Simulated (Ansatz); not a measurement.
Ti5Si (R32), relaxed and computed with several functionals in Ansatz (plane waves, PAW). Much of their spread follows the volume that each gives.

```json
[
 {"functional": "r²SCAN", "V (Å³/atom)": "16.17", "highest Γ mode, no LO–TO term (cm⁻¹)": "?"},
 {"functional": "PBE", "V (Å³/atom)": "16.32", "highest Γ mode, no LO–TO term (cm⁻¹)": "376"},
 {"functional": "LDA", "V (Å³/atom)": "15.22", "highest Γ mode, no LO–TO term (cm⁻¹)": "400"},
 {"functional": "PBEsol", "V (Å³/atom)": "15.74", "highest Γ mode, no LO–TO term (cm⁻¹)": "390"}
]
```

### Question
Fit a straight line to ln ω against ln V and predict the withheld value.

### Answer
Least squares on the 3 shown rows: ln ω = -0.89 × ln V + (8.416), with a scatter of 0.2 %. For r²SCAN this gives 380. The run itself gave 391, a miss of 2.8 % of that, well beyond the scatter: the line misses something about this case.

Standing as an ambient phase not checked: Ti5Si, R32 (Ti on 6c, Ti on 9d, Si on 3b). All cells were relaxed under the symmetry of their starts (and spin orders); stability against distortions was not tested throughout. Rows with no word on spin ran without spin polarisation.

Potentials: the later of the program's two PAW sets.

Ansatz (a quantum-chemistry and plane-wave program) is a plane-wave DFT program.
